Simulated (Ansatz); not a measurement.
# Relaxing a structure of TiAl

The start is a generated trial cell of TiAl in the AFLOW prototype AB_oP8_62_c_c (B27, as in FeB). Cell shape, volume and atoms are optimised at zero target pressure with r2SCAN (plane waves to 500 eV, PAW, scalar-relativistic; Ansatz, an electronic-structure program). The first steps use a coarse 5×9×7 k-mesh.

The start:
```
CELL_PARAMETERS angstrom
      6.77777     0.00000     0.00000
      0.00000     3.63373     0.00000
      0.00000     0.00000     4.99915
ATOMIC_POSITIONS crystal
  Ti 0.82000 0.25000 0.12500
  Ti 0.32000 0.25000 0.37500
  Ti 0.18000 0.75000 0.87500
  Ti 0.68000 0.75000 0.62500
  Al 0.12500 0.25000 0.69000
  Al 0.62500 0.25000 0.81000
  Al 0.87500 0.75000 0.31000
  Al 0.37500 0.75000 0.19000
```

**Question.** By how much does the energy per atom fall from start to end?

**Answer.** About 3.0 eV/atom.

**Question.** How does the volume per atom move from start to end?

**Answer.** +10.8 %, from 15.39 to 17.06 Å³/atom.

**Question.** What band gap does the relaxed structure have at this level?

**Answer.** No gap (metallic).

**Question.** Write out the relaxed structure.

**Answer.** 
Space group Pnma (No. 62); a = 6.777 Å, b = 3.823 Å, c = 5.267 Å, α = β = γ = 90.00°

```csv
atom,site,symmetry,x,y,z
Ti,4c,.m.,0.1775,0.2500,0.1296
Al,4c,.m.,0.0417,0.2500,0.6484
```

The space group stays Pnma (No. 62) (the run could not lower it), with 8 atoms in the primitive cell. Final values are on a 7×12×9 k-mesh of the relaxed cell. The start holds a very short contact (Al–Ti 2.06 Å). No spin polarisation in the result.

The run could not lose the symmetry of its start; a randomly shaken copy of 8 atoms returns to this structure.

The relaxed structure here is a generated cell of TiAl: the first start was made by placing the elements on the sites of a structure type, and the end was not matched to a known phase here, so it may be hypothetical. Known forms of TiAl include space group No. 123.
